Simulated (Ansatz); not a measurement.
NaF (rock salt)

```
NaF
1.0
    0.00000     2.35078     2.35078
    2.35078     0.00000     2.35078
    2.35078     2.35078     0.00000
F Na
1 1
Direct
  0.00000   0.00000   0.00000
  0.50000   0.50000   0.50000
```

The slice is a {110} plane (indices of the conventional cell) through the point (0.500, 0.500, 0.500) (fractional), spanned by u = [100] and v = [1 -1 -1] in vectors of this cell: u (3.32 Å) and v (4.70 Å, at 90° to u). It covers one period; positions are fractions (u, v).

Calculation: PBE (plane waves to 420 eV, PAW, scalar-relativistic; Ansatz, an electronic-structure program). k mesh 12×12×12. Inside the PAW spheres the values are not all-electron values, and peaks at nuclei hang on which shells count as valence. NaF was relaxed with its symmetry unable to fall. The relaxed volume of NaF is well above the measured one; the method has no dispersion term.

**Question.** What is the valence density on the shortest F–Na line in this plane (2.35 Å), at its minimum between the atoms?

**Answer.** 0.13 e/Å³.

**Question.** What is the ELF at the density minimum of the shortest F–Na line in this plane (2.35 Å)?

**Answer.** 0.0.

**Question.** Predict the map of the valence electron density on the slice.

**Answer.** 
| v \ u | 0.00 | 0.12 | 0.24 | 0.35 | 0.47 | 0.59 | 0.71 | 0.82 | 0.94 |
|---|---|---|---|---|---|---|---|---|---|
| 0.88 | 0.4 | -0.1 | -1.0 | -1.6 | -1.6 | -1.6 | -1.4 | -0.6 | 0.2 |
| 0.75 | -0.9 | -1.0 | -1.3 | -1.6 | -1.8 | -1.7 | -1.5 | -1.1 | -0.9 |
| 0.62 | 0.3 | 0.1 | -0.6 | -1.2 | -1.6 | -1.4 | -0.9 | -0.2 | 0.3 |
| 0.50 | 1.1 | 0.8 | -0.1 | -0.9 | -1.5 | -1.3 | -0.6 | 0.3 | 1.1 |
| 0.38 | 0.3 | 0.1 | -0.6 | -1.2 | -1.6 | -1.4 | -0.9 | -0.2 | 0.3 |
| 0.25 | -0.9 | -1.0 | -1.3 | -1.6 | -1.8 | -1.7 | -1.5 | -1.1 | -0.9 |
| 0.12 | 0.4 | -0.1 | -1.0 | -1.6 | -1.6 | -1.6 | -1.4 | -0.6 | 0.2 |
| 0.00 | 1.3 | 1.0 | -0.4 | -1.4 | -1.5 | -1.5 | -1.0 | 0.4 | 1.2 |

Values: log₁₀ of the valence density in e/Å³. The scale is logarithmic, as a density can span decades between atoms and voids.
